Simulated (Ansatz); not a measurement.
LaCu2Ge2:
```
LaCu2Ge2
1.0
   -2.11018     2.11018     5.07644
    2.11018    -2.11018     5.07644
    2.11018     2.11018    -5.07644
La Cu Ge
1 2 2
Cartesian
  0.00000   0.00000   0.00000
  2.11018   0.00000   2.53822
  0.00000   2.11018   2.53822
  0.00000   0.00000   6.35077
  0.00000   0.00000   3.80212
```

Relaxed with r²SCAN. Special points in fractions of this cell's reciprocal vectors: Γ (0.000, 0.000, 0.000); X (0.000, 0.000, 0.500); P (0.250, 0.250, 0.250); N (0.000, 0.500, 0.000); M (0.500, 0.500, -0.500); S (0.293, 0.707, -0.293); S0 (-0.293, 0.293, 0.293); R (-0.086, 0.086, 0.500); G (0.500, 0.500, -0.086).

Problem. List the band energies nearest the Fermi level at these points for DFT-r²SCAN in the program Ansatz with PAW potentials.

Solution. In eV from the Fermi level; about four levels below and three above (degenerate sets whole), none deeper than 8.9 eV; points with the same levels are listed once.

```json
[
 {"k": "Γ", "below": "-2.58 -2.01 -2.01 -0.53", "above": "0.63 0.63 1.41"},
 {"k": "X", "below": "-2.20 -2.16 -2.03 -1.53", "above": "1.74 2.27 2.48"},
 {"k": "P", "below": "-2.19 -2.19 -1.75 -1.75", "above": "1.04 2.38 2.38"},
 {"k": "N", "below": "-3.26 -3.09 -2.53 -1.20", "above": "0.19 0.66 0.85"},
 {"k": "M", "below": "-2.58 -1.68 -1.68 -0.47", "above": "0.14 1.55 1.89 1.89"},
 {"k": "S", "below": "-3.21 -3.21 -3.21 -1.25 -1.18 -1.00", "above": "1.18 1.69 2.01"},
 {"k": "R", "below": "-2.15 -1.99 -1.76 -1.68", "above": "1.69 2.25 2.44"}
]
```

Space group I4/mmm. The workflow started from a Materials Project entry (that database holds measured and hypothetical structures alike); the Crystallography Open Database copy checked does not list it. Its standing as an ambient phase is unchecked. Symmetry was held in the r²SCAN relaxation; its stability against distortions is not shown here. The run is not spin-polarised. Scalar-relativistic: spin–orbit coupling is off unless named, which matters more the heavier the elements.

Potentials: the later of the program's two PAW sets.
